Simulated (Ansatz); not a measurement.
All numbers below come from Ansatz, DFT PBE, scalar-relativistic, plane waves, PAW. All cells share a 420 eV cutoff and Γ-centred k meshes spaced about 0.3 Å⁻¹ or finer (0.25 for metals, 2π included). No spin polarisation in the final relaxations.

These are static total energies at zero pressure. All come from trial cells, and lower structures may exist.

Question: Which of these relaxed structures of Ta5Br3 is the lowest in energy?
A.

Space group P4/mmm (No. 123). a = 7.492 Å, b = 7.492 Å, c = 3.386 Å, α = 90.00°, β = 90.00°, γ = 90.00°
```
atom  site  symmetry       x       y       z
  Ta    4j      m.2m  0.6969  0.3031  0.0000
  Ta    1d     4/mmm  0.5000  0.5000  0.5000
  Br    1b     4/mmm  0.0000  0.0000  0.5000
  Br    2f      mmm. 0.5000  0.0000  0.0000
```

B.

Space group P-3m1 (No. 164). a = 3.309 Å, b = 3.309 Å, c = 39.206 Å, α = 90.00°, β = 90.00°, γ = 120.00°
```tsv
atom	site	symmetry	x	y	z
Ta	2c	3m.	0.0000	0.0000	0.3948
Ta	2d	3m.	0.3333	0.6667	0.2894
Ta	2d	3m.	0.6667	0.3333	0.3421
Ta	2c	3m.	0.0000	0.0000	0.9202
Ta	2d	3m.	0.6667	0.3333	0.9721
Br	2d	3m.	0.3333	0.6667	0.4438
Br	2c	3m.	0.0000	0.0000	0.2404
Br	2d	3m.	0.3333	0.6667	0.8709
```

C.

Space group Pmmm (No. 47). a = 3.140 Å, b = 4.976 Å, c = 9.943 Å, α = 90.00°, β = 90.00°, γ = 90.00°
```
atom  site  symmetry       x       y       z
  Ta    1c       mmm  0.0000  0.0000  0.5000
  Ta    1a       mmm  0.0000  0.0000  0.0000
  Ta    1f       mmm  0.5000  0.5000  0.0000
  Ta    2s       mm2  0.5000  0.0000  0.7632
  Br    2r       mm2  0.0000  0.5000  0.7844
  Br    1h       mmm  0.5000  0.5000  0.5000
```

Answer: B. It has space group P-3m1 (No. 164); the next, A, with space group P4/mmm (No. 123), lies 0.66 eV/atom higher. Counting Br atoms around Ta (those within 1.25 times the shortest such distance or 1.15 times the sum of covalent radii, 1.27 where that leaves under three; a plus sign parts nearer from farther groups; the shortest distance is added where it exceeds 1.18 times the sum of covalent radii; a slash parts the counts of unlike sites), the lowest has Ta 3/3 from 4.4 Å/6+6 from 4.4 Å and the next has Ta 2+2/8 from 4.1 Å.

Spin–orbit coupling, which can matter for Ta, is left out. Cells relaxed within their symmetry can be saddle points. Some candidate types were left out of the draw beforehand, so a known form may be missing.
